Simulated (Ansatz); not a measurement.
Here is the system:

HfRh:
```cif
data_HfRh
_chemical_formula_sum 'Rh1 Hf1'
_space_group_name_H-M_alt 'P 1'
_space_group_IT_number 1
_cell_length_a 3.23207
_cell_length_b 3.23207
_cell_length_c 3.23207
_cell_angle_alpha 90.000
_cell_angle_beta 90.000
_cell_angle_gamma 90.000
loop_
_space_group_symop_operation_xyz
  'x, y, z'
loop_
_atom_site_label
_atom_site_type_symbol
_atom_site_fract_x
_atom_site_fract_y
_atom_site_fract_z
_atom_site_occupancy
Rh1 Rh 0.50000 0.50000 0.50000 1
Hf1 Hf 0.00000 0.00000 0.00000 1
```

This is the PBEsol-relaxed structure.

All from PBEsol in the plane-wave PAW code Ansatz, unless another level is named. Estimate the density of states at the Fermi level.

0.95 states/eV per atom (mean over ±0.08 eV).

And the formation energy from the elements (no fitted shifts)?

-79 kJ/mol of atoms.

Predict the gap with spin–orbit coupling.

none (metallic).

Space group Pm-3m (CsCl type). The workflow started from an entry of the Crystallography Open Database (COD). Its standing as an ambient phase is unchecked. The cell was relaxed with PBEsol under the symmetry of its start; its stability against distortions is not shown here. The run is not spin-polarised. The references are the lowest solids computed at this level, not always the standard phases. Spin–orbit coupling is left out wherever it is not named.

Potentials: the later of the program's two PAW sets.
